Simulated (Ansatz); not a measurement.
The structure is an experimental refinement, used without relaxation.

RbLuSe₂: DFT, PBEsol, all-electron LAPW, scalar-relativistic (Ansatz 0.2.0).

Command: `ansatz run input.yaml --threads 1 --pin off --max-ram 4096MiB --backend cpu --events-out ev --progress --plain --runs-dir out` The run took 2.5 min on 1 thread of Arm Neoverse V1, on a shared host, peak memory 0.7 GiB.

```yaml
crystal:
  lattice:
    - [2.0647010171, 1.192055688, 7.87133]
    - [-2.0647010171, 1.192055688, 7.87133]
    - [0.0, -2.384111376, 7.87133]
  atoms:
    - { symbol: Rb, position: [0.0, 0.0, 0.0] }
    - { symbol: Lu, position: [0.5, 0.5, 0.5] }
    - { symbol: Se, position: [0.23179, 0.23179, 0.23179] }
    - { symbol: Se, position: [0.76821, 0.76821, 0.76821] }
kpoints:
  mp_grid: { grid: [7, 7, 7] }
  band_path:
    path:
      - [0.0, 0.0, 0.0]
      - [0.5, 0.5, 0.5]
      - [0.8180434001, 0.1819565999, 0.5]
      - [0.5, -0.1819565999, 0.1819565999]
      - [0.5, 0.0, 0.0]
      - [0.0, 0.0, 0.0]
      - [0.3409783, -0.3409783, 0.0]
      - [0.6590217, 0.0, 0.3409783]
      - [0.5, 0.0, 0.5]
    npoints: 14
scf:
  occupations: { method: fermi_dirac, width: 0.03 }
hamiltonian:
  xc: pbesol
  pseudopotentials: { kind: all_electron, lapw: { basis_error: 0.001 } }
output:
  forces: true
  stress: true
  eigenvalues: true
  populations: true
  dos: { projected: true, de: 0.2, e_range: [-14, 8] }
```

Output:

```
Rb: projections on atomic orbitals take those of the free atom 1s2 2s2 2p6 3s2 3p6 3d10 4s2 4p6 5s1, of charge +0.00 (hamiltonian.pseudopotentials.projection_atoms)
Lu: projections on atomic orbitals take those of the free atom 1s2 2s2 2p6 3s2 3p6 3d10 4s2 4p6 4d10 4f14 5s2 5p6 5d1 6s2, of charge +0.00 (hamiltonian.pseudopotentials.projection_atoms)
Se: projections on atomic orbitals take those of the free atom 1s2 2s2 2p6 3s2 3p6 3d10 4s2 4p4, of charge +0.00 (hamiltonian.pseudopotentials.projection_atoms)
LAPW: plane waves up to 7.929 Å⁻¹, error target 1.0e-3 eV per atom; small_component_spin mean_spin; Se in spheres of 1.324 Å, 24 of its electrons in bands, Dirac shells []; Rb in spheres of 1.513 Å, 27 of its electrons in bands, Dirac shells []; Lu in spheres of 1.513 Å, 35 of its electrons in bands, Dirac shells []
Engine: ansatz 0.2.0
Pseudopotentials: kind: all_electron
Pseudopotential: Rb, LAPW, valence charge 27, Koelling and Harmon's equation, gaussian nucleus
Pseudopotential: Lu, LAPW, valence charge 35, Koelling and Harmon's equation, gaussian nucleus
Pseudopotential: Se, LAPW, valence charge 24, Koelling and Harmon's equation, gaussian nucleus
Functional definition: PBEsol
  exchange = pbesol_x
  correlation = pbesol_c
Crystal: 4 atoms, lattice volume = 116.239 Å³
Basis set: ecut = 239.51155292205462 eV, 979 PW (Γ), FFT grids on a1−a3, a2−a3, a3, exchange–correlation at level 2
Bands: 66, of which v1, the nominal top of the filled ones, is band 55 counted from 1 (54 counted from 0)
Symmetry: 12 space group operations
Space group: R-3m (ITA 166), of the structure as read, at distance tolerance 4.9e-5 Å
k-points: 44 of 343
Non-local potential: Rb, projectors of the file, none
Non-local potential: Lu, projectors of the file, none
Non-local potential: Se, projectors of the file, none
Initial density: superposition of atomic densities (chi_scale 0.1, normalization cell, long waves kept (reshape's long-wave potential 0.30 eV rms))
Initial wavefunctions: plane waves of lowest kinetic energy (no species holds an atomic orbital)
Functional: x = pbesol(κ = 0.804, μ = 0.12345679012345678), c = pbesol(β = 0.046)
iter 1 solved again at ethr=1.88e-3 eV; its pass at ethr=1.00e-1 eV (dr2=2.07e0 eV) is discarded
SCF iter   1: F=—  HF=-609363.510918 eV  |F-HF|=—  |Δ(HF+E_count)|=         —  Δρ=2.80e-2  dr2=2.07e0  ethr=1.88e-3  ⟨swp⟩=2.0  Hψ=17882  notcnv=0
preconditioner: auto → Resta (q_TF=auto, 2.703 Å⁻¹)  ε∞=3.5  [insulator: Δε(μ)=2.687 eV  Ē_g=14.315 eV  σ=0.030 eV  W_gap=1.00  n_scr=36 (ndim 8)  ℏωp=22.8 eV  f_vac=0.162  D(μ)=0.00/eV (n_scr^D=0)  ε∞_Penn≈3.5]
SCF iter   2: F=—  HF=-609362.871923 eV  |F-HF|=—  |Δ(HF+E_count)|=   6.39e-1  Δρ=1.30e-2  dr2=4.72e-1  ethr=1.88e-3  ⟨swp⟩=2.0  Hψ=9012  notcnv=0
SCF iter   3: F=—  HF=-609362.840401 eV  |F-HF|=—  |Δ(HF+E_count)|=   3.15e-2  Δρ=7.47e-3  dr2=1.54e-1  ethr=4.29e-4  ⟨swp⟩=2.1  Hψ=8981  notcnv=0
SCF iter   4: F=—  HF=-609362.766599 eV  |F-HF|=—  |Δ(HF+E_count)|=   7.38e-2  Δρ=3.80e-3  dr2=3.98e-2  ethr=1.40e-4  ⟨swp⟩=2.0  Hψ=8924  notcnv=0
iter 5 solved again at ethr=2.11e-6 eV; its pass at ethr=3.62e-5 eV (dr2=2.32e-3 eV) is discarded
SCF iter   5: F=—  HF=-609362.764833 eV  |F-HF|=—  |Δ(HF+E_count)|=         —  Δρ=1.09e-3  dr2=2.32e-3  ethr=2.11e-6  ⟨swp⟩=2.0  Hψ=15039  notcnv=0
the basis was enlarged: its passes take 188.3 KiB over the memory plan, 1 of 1 planned eigensolver slots
SCF iter   6: F=—  HF=-609362.765540 eV  |F-HF|=—  |Δ(HF+E_count)|=   7.07e-4  Δρ=4.39e-4  dr2=3.70e-4  ethr=2.11e-6  ⟨swp⟩=2.9  Hψ=8841  notcnv=0
SCF iter   7: F=—  HF=-609362.765884 eV  |F-HF|=—  |Δ(HF+E_count)|=   3.44e-4  Δρ=1.82e-4  dr2=6.08e-5  ethr=3.37e-7  ⟨swp⟩=3.0  Hψ=8918  notcnv=0
SCF iter   8: F=—  HF=-609362.765974 eV  |F-HF|=—  |Δ(HF+E_count)|=   8.94e-5  Δρ=4.25e-5  dr2=4.27e-6  ethr=5.53e-8  ⟨swp⟩=3.0  Hψ=9056  notcnv=0
SCF iter   9: F=—  HF=-609362.765980 eV  |F-HF|=—  |Δ(HF+E_count)|=   6.12e-6  Δρ=1.27e-5  dr2=4.03e-7  ethr=3.89e-9  ⟨swp⟩=3.0  Hψ=9125  notcnv=0
SCF iter  10: F=-609362.765980 eV  HF=-609362.765980 eV  |F-HF|=3.31e-8  |Δ(HF+E_count)|=   7.17e-8  Δρ=5.90e-6  dr2=7.37e-8  ethr=3.66e-10  ⟨swp⟩=3.0  Hψ=9073  notcnv=0
SCF 1 converged in 10 iterations: F = -609362.765980 eV  dr2 = 7.37e-8
NSCF: frozen V_eff on 113 k-points
SCF converged after 10 iterations
Free energy (F): -609362.765980 eV
Harris-Foulkes:  -609362.765980 eV  (|F-HF|=3.31e-8)
Internal energy: -609362.765980 eV  (E = F + TS)
E sigma→0 (E₀):  -609362.765980 eV
Fermi energy:    9.819175 eV
--- Per-component energies (eV) ---
  E_band       = -7765.757612
  E_kinetic    = 657965.140944
  E_xc         = -15483.588798
  E_electrostatic = -1251844.318126  (all electrons and nuclei)
  E_smearing   = -0.000000  (= −TS)
  E_closure    = 0.000000  (closes the sum)
  E_atoms      = -609342.423575  (free atoms, spherical and without spin; not in F)
  Σ components = -609362.765980   (vs F -609362.765980, Δ=0.00e0)
  Basis errors (estimates in eV, not in F): energy 3.4e-4 per atom: plane waves 3.0e-4 (1.7e-4 summed), levels above the bands 1.6e-95, relativity 5.7e-8, radial functions 4.0e-5, core shells 9.9e-7; eigenvalues (radial functions only) 9.5e-6; not estimated: angular momenta, meshes, grids; target (lapw.basis_error) 1.0e-3; muffin-tin radii Se 1.324 Å, Rb 1.513 Å, Lu 1.513 Å
--- Forces (eV/Å), atoms counted from 1 ---
  atom   1  Rb    -0.00000000     0.00000000     0.00000000
  atom   2  Lu     0.00000000     0.00000000     0.00000000
  atom   3  Se     0.00000000    -0.00000000    -0.16434073
  atom   4  Se     0.00000000     0.00000000     0.16434073
  max |Σ_I F_I| component: 3.29e-32 eV/Å
--- Stress (GPa, compression-positive) ---
       -1.174239       0.000000       0.000000
        0.000000      -1.174239      -0.000000
        0.000000      -0.000000      -0.962980
  P = ⅓ Tr σ = -1.1038 GPa (-11.038 kbar)
--- Band table (eV; the first three rows and the last of 44) ---
  k-point 0: bands = ["-282.8075", "-209.9083", "-209.9083", "-209.8909", "-197.1137", "-197.1137", "-177.1847", "-177.1805", "-177.1805", "-177.1665", "-177.1665", "-136.7790", "-136.7790", "-136.7790", "-136.7790", "-136.7769", "-136.7769", "-89.3246", "-89.3246", "-89.3109", "-89.3109", "-89.3074", "-46.6437", "-37.2203", "-37.2203", "-37.2202", "-37.2202", "-37.2153", "-37.2153", "-37.2151", "-37.2151", "-37.2141", "-37.2141", "-17.3611", "-17.3521", "-17.2806", "-17.2806", "-3.2437", "-2.8619", "-1.3298", "-1.3298", "-1.0358", "4.5883", "4.5883", "4.6009", "4.6060", "4.6221", "4.6221", "4.6436", "5.4380", "7.2322", "7.2322", "8.5437", "8.8964", "8.8964", "11.4283", "11.8947", "12.0771", "12.0771", "13.6574", "14.0394", "14.0394", "14.7676", "16.0276", "16.0276", "17.3189"]
  k-point 1: bands = ["-282.8075", "-209.9083", "-209.9083", "-209.8909", "-197.1137", "-197.1137", "-177.1847", "-177.1805", "-177.1805", "-177.1665", "-177.1665", "-136.7790", "-136.7790", "-136.7790", "-136.7790", "-136.7769", "-136.7769", "-89.3246", "-89.3246", "-89.3109", "-89.3109", "-89.3074", "-46.6434", "-37.2203", "-37.2203", "-37.2202", "-37.2202", "-37.2153", "-37.2153", "-37.2151", "-37.2151", "-37.2141", "-37.2141", "-17.3542", "-17.3481", "-17.2957", "-17.2839", "-3.1467", "-2.8065", "-1.4073", "-1.3526", "-1.0925", "4.5876", "4.5925", "4.6046", "4.6074", "4.6150", "4.6216", "4.6373", "5.6639", "6.9503", "7.2861", "7.9009", "8.5417", "8.6152", "11.7819", "11.9355", "12.4859", "12.7612", "13.4552", "14.1575", "14.5237", "15.2912", "15.6570", "16.0849", "16.3257"]
  k-point 2: bands = ["-282.8075", "-209.9083", "-209.9083", "-209.8909", "-197.1137", "-197.1137", "-177.1847", "-177.1805", "-177.1805", "-177.1665", "-177.1665", "-136.7790", "-136.7790", "-136.7790", "-136.7790", "-136.7769", "-136.7769", "-89.3246", "-89.3246", "-89.3109", "-89.3109", "-89.3074", "-46.6428", "-37.2203", "-37.2202", "-37.2201", "-37.2201", "-37.2153", "-37.2153", "-37.2151", "-37.2150", "-37.2141", "-37.2140", "-17.3427", "-17.3380", "-17.3265", "-17.2913", "-2.9187", "-2.6982", "-1.5423", "-1.4030", "-1.2159", "4.5936", "4.5996", "4.6006", "4.6110", "4.6188", "4.6206", "4.6261", "5.8937", "6.5035", "6.9386", "7.3883", "8.1527", "8.2450", "11.3699", "12.7516", "13.1652", "13.2545", "13.9463", "14.3099", "14.5940", "15.1167", "15.7999", "16.8413", "17.0940"]
  k-point 43: bands = ["-282.8075", "-209.9083", "-209.9083", "-209.8909", "-197.1137", "-197.1137", "-177.1847", "-177.1805", "-177.1805", "-177.1665", "-177.1665", "-136.7790", "-136.7790", "-136.7790", "-136.7790", "-136.7769", "-136.7769", "-89.3246", "-89.3246", "-89.3109", "-89.3109", "-89.3074", "-46.6434", "-37.2203", "-37.2203", "-37.2202", "-37.2202", "-37.2153", "-37.2153", "-37.2151", "-37.2151", "-37.2141", "-37.2141", "-17.3635", "-17.3386", "-17.2959", "-17.2839", "-3.3068", "-2.5524", "-1.3824", "-1.3526", "-1.2313", "4.5873", "4.5923", "4.5970", "4.6074", "4.6164", "4.6216", "4.6373", "5.9489", "6.7036", "7.3143", "8.0534", "8.1444", "8.5596", "11.6535", "12.4957", "12.5752", "12.9468", "13.6015", "14.1344", "14.4210", "15.1021", "15.2978", "15.8748", "16.6789"]
--- Löwdin populations: 4 sites ---
  site symbol       q [e]
     0     Rb     36.2532
     1     Lu     70.4272
     2     Se     34.5892
     3     Se     34.5892
  spilling = 0.000802 (of n_electrons = 176.000000)
```

populations.tsv:

```
# site	symbol	l	j	q
# orbitals = lowdin
# n_electrons = 176.000000
# spilling = 0.000802
# projection_atom_Rb: 1s2 2s2 2p6 3s2 3p6 3d10 4s2 4p6 5s1
# projection_atom_Lu: 1s2 2s2 2p6 3s2 3p6 3d10 4s2 4p6 4d10 4f14 5s2 5p6 5d1 6s2
# projection_atom_Se: 1s2 2s2 2p6 3s2 3p6 3d10 4s2 4p4
0	Rb	0_1S	-	1.999998
0	Rb	0_2S	-	1.999932
0	Rb	0_3S	-	1.998669
0	Rb	0_4S	-	1.968078
0	Rb	0_5S	-	0.309245
0	Rb	1_2P	-	5.999999
0	Rb	1_3P	-	5.999945
0	Rb	1_4P	-	5.977341
0	Rb	2_3D	-	9.999990
1	Lu	0_1S	-	2.000000
1	Lu	0_2S	-	1.999992
1	Lu	0_3S	-	1.999904
1	Lu	0_4S	-	1.998975
1	Lu	0_5S	-	1.980730
1	Lu	0_6S	-	0.544356
1	Lu	1_2P	-	6.000000
1	Lu	1_3P	-	5.999999
1	Lu	1_4P	-	5.999972
1	Lu	1_5P	-	5.995578
1	Lu	2_3D	-	9.999999
1	Lu	2_4D	-	9.999984
1	Lu	2_5D	-	1.912086
1	Lu	3_4F	-	13.995582
2	Se	0_1S	-	1.999992
2	Se	0_2S	-	1.999604
2	Se	0_3S	-	1.991991
2	Se	0_4S	-	1.739771
2	Se	1_2P	-	5.999994
2	Se	1_3P	-	5.998734
2	Se	1_4P	-	4.859939
2	Se	2_3D	-	9.999226
3	Se	0_1S	-	1.999992
3	Se	0_2S	-	1.999604
3	Se	0_3S	-	1.991991
3	Se	0_4S	-	1.739771
3	Se	1_2P	-	5.999994
3	Se	1_3P	-	5.998734
3	Se	1_4P	-	4.859939
3	Se	2_3D	-	9.999226
```
